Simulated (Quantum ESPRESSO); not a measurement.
NbTaHfO6F2, input and log of a self-consistent run

Simulated, not a measurement. The program is pw.x of Quantum ESPRESSO 7.5 (plane-wave density functional theory). The cell is made up: 11 atoms on a fluorite lattice with one site empty, with randomly drawn elements, strain and displacements, not relaxed. PseudoDojo standard norm-conserving files (v0.5 for PBE, v0.4.1 for LDA and PBEsol) set the functional; there is no spin polarisation, spin-orbit coupling or dispersion term, and the masses in the input are unused placeholders.

The hafnium pseudopotential is less sure than the others, with forces about 3 percent (worst 6) and pressure in oxides about 1.5 GPa (worst 2.7) from a second method in checks, which no rerun with the same files tests.

Input:

```
&control calculation='scf', pseudo_dir='./dojo.nc.sr.pbe.v0_5.standard.upf', outdir='./o', disk_io='low', tprnfor=.true., tstress=.true. /
&system ibrav=0, nat=11, ntyp=5, nbnd=50, ecutwfc=84.00895049, nosym=.true., tot_charge=0,
 occupations='smearing', smearing='fd', degauss=0.0018374661
/
&electrons conv_thr=7.350e-09, electron_maxstep=60, /
ATOMIC_SPECIES
F 1.0 F.upf
Hf 1.0 Hf.upf
Nb 1.0 Nb.upf
O 1.0 O.upf
Ta 1.0 Ta.upf
CELL_PARAMETERS angstrom
5.0991 0.0207 0.037
0.0207 5.1431 0.0741
0.037 0.0741 5.0821
ATOMIC_POSITIONS angstrom
Nb -0.0089 2.5875 2.617
Ta 2.6168 0.0455 2.5775
Hf 2.5866 2.5611 0.0777
O 1.355 1.3054 1.3428
O 1.2386 1.3708 3.8377
O 1.3662 3.861 1.2633
O 1.3886 3.9538 3.8375
F 3.7713 1.4006 1.421
O 3.9388 1.3514 3.8149
F 3.8357 4.0107 1.2817
O 3.8104 3.9041 3.8909
K_POINTS automatic
4 4 4 1 1 1
```

The log is shortened where brackets say so; the opening notice, blank lines, dates and the lines on written files are dropped, and the path of the files is cut. It prints rydbergs, bohrs and kilobars, and counts compression as positive stress. With no partly filled state, the Fermi energy that it prints is only some level between the filled and the empty states on the mesh, and need not lie in the true gap.

```
     Program PWSCF v.7.5
     Parallel version (MPI & OpenMP), running on       4 processor cores
     Number of MPI processes:                 4
     Threads/MPI process:                     1
     [start-up lines left out]
     bravais-lattice index     =            0
     lattice parameter (alat)  =       9.6362  a.u.
     unit-cell volume          =     899.1608 (a.u.)^3
     number of atoms/cell      =           11
     number of atomic types    =            5
     number of electrons       =        88.00
     number of Kohn-Sham states=           50
     kinetic-energy cutoff     =      84.0090  Ry
     charge density cutoff     =     336.0358  Ry
     scf convergence threshold =      7.3E-09
     mixing beta               =       0.7000
     number of iterations used =            8  plain     mixing
     Exchange-correlation= PBE
                           (   1   4   3   4   0   0   0)
     [axes and pseudopotential details left out]
   Cartesian axes
     site n.     atom                  positions (alat units)
         1        Nb     tau(   1) = (  -0.0017453   0.5074250   0.5132101  )
         2        Ta     tau(   2) = (   0.5131709   0.0089228   0.5054639  )
         3        Hf     tau(   3) = (   0.5072485   0.5022477   0.0152375  )
         4        O      tau(   4) = (   0.2657240   0.2559971   0.2633315  )
         5        O      tau(   5) = (   0.2428972   0.2688225   0.7525970  )
         6        O      tau(   6) = (   0.2679204   0.7571663   0.2477410  )
         7        O      tau(   7) = (   0.2723132   0.7753649   0.7525578  )
         8        F      tau(   8) = (   0.7395755   0.2746664   0.2786670  )
         9        O      tau(   9) = (   0.7724233   0.2650180   0.7481258  )
        10        F      tau(  10) = (   0.7522048   0.7865234   0.2513494  )
        11        O      tau(  11) = (   0.7472433   0.7656185   0.7630299  )
     number of k points=    32  Fermi-Dirac smearing, width (Ry)=  0.0018
                       cart. coord. in units 2pi/alat
        k(    1) = (   0.1236197   0.1216688   0.1227485), wk =   0.0625000
        k(    2) = (   0.1218137   0.1180611   0.3736591), wk =   0.0625000
     [further k points left out]
     Dense  grid:    93497 G-vectors     FFT dimensions: (  60,  60,  60)
     Estimated max dynamical RAM per process >     232.53 MB
     Estimated total dynamical RAM >     861.63 MB
     Initial potential from superposition of free atoms
     starting charge      87.9949, renormalised to      88.0000
     Starting wfcs are   62 randomized atomic wfcs
     total cpu time spent up to now is        3.1 secs
     per-process dynamical memory:   161.2 Mb
     Self-consistent Calculation
     iteration #  1     ecut=    84.01 Ry     beta= 0.70
     Davidson diagonalization with overlap
     ethr =  1.00E-02,  avg # of iterations =  2.0
     total cpu time spent up to now is        7.7 secs
     total energy              =    -662.03236885 Ry
     estimated scf accuracy    <       6.10541875 Ry
     iteration #  2     ecut=    84.01 Ry     beta= 0.70
     Davidson diagonalization with overlap
     ethr =  6.94E-03,  avg # of iterations =  6.0
     total cpu time spent up to now is       15.0 secs
     total energy              =    -657.13949339 Ry
     estimated scf accuracy    <      58.76225740 Ry
     iteration #  3     ecut=    84.01 Ry     beta= 0.70
     Davidson diagonalization with overlap
     ethr =  6.94E-03,  avg # of iterations =  6.2
     total cpu time spent up to now is       21.7 secs
     total energy              =    -665.39175115 Ry
     estimated scf accuracy    <       1.95706598 Ry
     iteration #  4     ecut=    84.01 Ry     beta= 0.70
     Davidson diagonalization with overlap
     ethr =  2.22E-03,  avg # of iterations =  2.0
     total cpu time spent up to now is       25.7 secs
     total energy              =    -665.37680608 Ry
     estimated scf accuracy    <       0.87638445 Ry
     iteration #  5     ecut=    84.01 Ry     beta= 0.70
     Davidson diagonalization with overlap
     ethr =  9.96E-04,  avg # of iterations =  1.2
     total cpu time spent up to now is       29.3 secs
     total energy              =    -665.27275984 Ry
     estimated scf accuracy    <       0.44107325 Ry
     [iterations 6 to 13 left out]
     iteration # 14     ecut=    84.01 Ry     beta= 0.70
     Davidson diagonalization with overlap
     ethr =  1.49E-08,  avg # of iterations =  4.9
     total cpu time spent up to now is       78.5 secs
     total energy              =    -665.35655823 Ry
     estimated scf accuracy    <       0.00000268 Ry
     iteration # 15     ecut=    84.01 Ry     beta= 0.70
     Davidson diagonalization with overlap
     ethr =  3.05E-09,  avg # of iterations =  2.4
     total cpu time spent up to now is       82.9 secs
     total energy              =    -665.35655873 Ry
     estimated scf accuracy    <       0.00000018 Ry
     iteration # 16     ecut=    84.01 Ry     beta= 0.70
     Davidson diagonalization with overlap
     ethr =  2.03E-10,  avg # of iterations =  5.3
     total cpu time spent up to now is       89.0 secs
     total energy              =    -665.35655882 Ry
     estimated scf accuracy    <       0.00000021 Ry
     iteration # 17     ecut=    84.01 Ry     beta= 0.70
     Davidson diagonalization with overlap
     ethr =  2.03E-10,  avg # of iterations =  2.0
     total cpu time spent up to now is       93.1 secs
     total energy              =    -665.35655882 Ry
     estimated scf accuracy    <       0.00000004 Ry
     iteration # 18     ecut=    84.01 Ry     beta= 0.70
     Davidson diagonalization with overlap
     ethr =  3.99E-11,  avg # of iterations =  4.9
     total cpu time spent up to now is       98.9 secs
     End of self-consistent calculation
          k = 0.1236 0.1217 0.1227 ( 11680 PWs)   bands (ev):
   -60.4280 -52.6732 -47.4214 -26.8507 -26.6748 -26.6196 -23.4934 -23.3629
   -23.2666 -21.4723 -21.3073 -21.1972 -16.0259 -15.0036  -8.5883  -7.7556
    -7.4294  -7.2055  -7.0186  -6.4081   0.8488   1.3458   1.9094   2.3985
     2.5845   3.7387   3.8053   4.6273   4.7629   5.0660   5.2736   5.4295
     5.9931   6.3993   6.6834   6.9606   7.4279   7.8979   8.1019   8.3113
     8.5445   8.9426   9.1393   9.7455  10.3904  10.5858  11.1734  11.4628
    12.4026  12.5087
     [levels at the other k points left out]
     the Fermi energy is    10.0377 ev
!    total energy              =    -665.35655883 Ry
     estimated scf accuracy    <          7.0E-09 Ry
     smearing contrib. (-TS)   =      -0.00000013 Ry
     internal energy E=F+TS    =    -665.35655870 Ry
     The total energy is F=E-TS. E is the sum of the following terms:
     one-electron contribution =    -191.89430904 Ry
     hartree contribution      =     141.82924684 Ry
     xc contribution           =    -155.76164092 Ry
     ewald contribution        =    -459.52985559 Ry
     convergence has been achieved in  18 iterations
     Forces acting on atoms (cartesian axes, Ry/au):
     atom    1 type  3   force =     0.20759619   -0.00571598    0.16698518
     atom    2 type  5   force =    -0.21166740   -0.05144270    0.13399981
     atom    3 type  2   force =    -0.15497637    0.03851140   -0.10014619
     atom    4 type  4   force =     0.02595262    0.00244998    0.05290255
     atom    5 type  4   force =     0.05634503    0.05410798   -0.05876993
     atom    6 type  4   force =     0.03240809   -0.03145998    0.07048707
     atom    7 type  4   force =     0.01372520   -0.01054958   -0.08790507
     atom    8 type  1   force =     0.04843797    0.01803396   -0.03224873
     atom    9 type  4   force =    -0.05933389    0.01583641   -0.06752569
     atom   10 type  1   force =     0.01517691   -0.00913833    0.02912413
     atom   11 type  4   force =     0.02633564   -0.02063317   -0.10690313
     Total force =     0.475153     Total SCF correction =     0.000219
     Computing stress (Cartesian axis) and pressure
          total   stress  (Ry/bohr**3)                   (kbar)     P=     -162.23
  -0.00111651   0.00006568   0.00020377         -164.24        9.66       29.98
   0.00006568  -0.00128604  -0.00005487            9.66     -189.18       -8.07
   0.00020377  -0.00005487  -0.00090586           29.98       -8.07     -133.26
     init_run     :      2.78s CPU      2.88s WALL (       1 calls)
     electrons    :     95.37s CPU     95.90s WALL (       1 calls)
     forces       :      1.14s CPU      1.16s WALL (       1 calls)
     stress       :      3.50s CPU      3.59s WALL (       1 calls)
     [timing details left out]
     PWSCF        :   1m42.99s CPU   1m43.77s WALL
     JOB DONE.
```

In other units: free energy -9052.637 eV for the cell, pressure -16.22 GPa, largest force component 5.442 eV/Å. A rerun of a related cell, with the same atoms placed differently, at 1467 eV and a 6 x 6 x 6 mesh moved values by no more than 0.002 eV in energy, 0.05 GPa in stress and 0.008 eV/Å in force.